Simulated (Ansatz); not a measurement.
The elements of this relaxed trial crystal are hidden behind letters.

```
lattice vectors (Å)
   5.4223    0.0000    0.0000
   0.0000    5.4223    0.0000
   0.0000    0.0000    5.4223
fractional positions
X 0.0000 0.0000 0.0000
Z 0.2628 0.2628 0.2628
Z 0.0000 0.5000 0.5000
Z 0.5000 0.5000 0.0000
Z 0.5000 0.0000 0.5000
Z 0.7372 0.2628 0.7372
Z 0.7372 0.7372 0.2628
Z 0.2628 0.7372 0.7372
```

Level of theory: DFT PBE, scalar-relativistic, plane waves, PAW in Ansatz 0.2.0. Plane waves to 420 eV, an 8×8×8 mesh through Γ for the 8-atom cell and 0.10 eV Gaussian smearing; no spin polarisation.

| Quantity | Value |
| --- | --- |
| Space group | P-43m (No. 215) |
| Conventional cell | a = 5.422 Å |
| Volume per atom | 19.93 Å³ |
| Density | 2.54 g/cm³ |
| Energy over the elements | +0.25 eV/atom |
| Gap on the 8×8×8 mesh of the 8-atom cell | 0 eV (a metal) |

Energies are uncorrected and count from the elements' standard states at the same level.

Problem. X is a p-block element of period 3 and Z is a p-block element of period 3. Which elements are they?

Solution. X = Al, Z = P, so the formula is AlP7. Density times volume gives a mean mass of 2.54 × 19.93/1.6605 = 30.5 u per atom, and this set has 30.5 u. Among the elements that the hints allow, noble gases aside, only these give it. Al is surrounded by 4 P at 2.47 Å; around P on a site of symmetry 3m lie 3 P at 2.31 Å and 1 Al at 2.47 Å; P on a site of symmetry -42m has 4 P at 2.31 Å.

A structure relaxed within its symmetry needn't be a true minimum.
